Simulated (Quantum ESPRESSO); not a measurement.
NMR parameters of SrTiO$_{3}$

```yaml
crystal:
  lattice:
    - [3.89900, 0.00000, 0.00000]
    - [0.00000, 3.89900, 0.00000]
    - [0.00000, 0.00000, 3.89900]
  atoms:
    - { symbol: Sr, position: [0.50000, 0.50000, 0.50000] }
    - { symbol: Ti, position: [0.00000, 0.00000, 0.00000] }
    - { symbol: O, position: [0.50000, 0.00000, 0.00000] }
    - { symbol: O, position: [0.00000, 0.50000, 0.00000] }
    - { symbol: O, position: [0.00000, 0.00000, 0.50000] }
```
The cell was made here from an entry of the Crystallography Open Database (unchecked): atoms relaxed with PBE in the measured cell (PBE without dispersion, pw.x of a modified build of Quantum ESPRESSO, symmetry kept).  Stability against distortions was not tested. The run has no spin polarisation.

Computed: shieldings by GIPAW with PBE in Quantum ESPRESSO, on JTH PAW datasets, 22.5 Ha, k-mesh 7×7×7 shifted, f-sum rule met within 0.009 %.

```tsv
site	site symmetry	σ_iso (ppm)	span Ω (ppm)
Sr (atom 1)	m-3m	2936	0
Ti (atom 2)	m-3m	-250	0
O (atoms 3, 4, 5)	4/mmm	-284	439
```

Ω = σ33 − σ11 of the symmetric part; where symmetry doesn't make it nil, it is less certain than σ_iso.

These are absolute shieldings with no macroscopic susceptibility term; δ = σ_ref − σ needs a reference computed alike. By our sweeps, such settings leave a few ppm in absolute σ on light atoms and up to some 20 ppm from Zn on. Spin–orbit coupling is left out; its weight grows with the heaviest atom, Sr here. The structure is static (0 K, no zero-point motion).
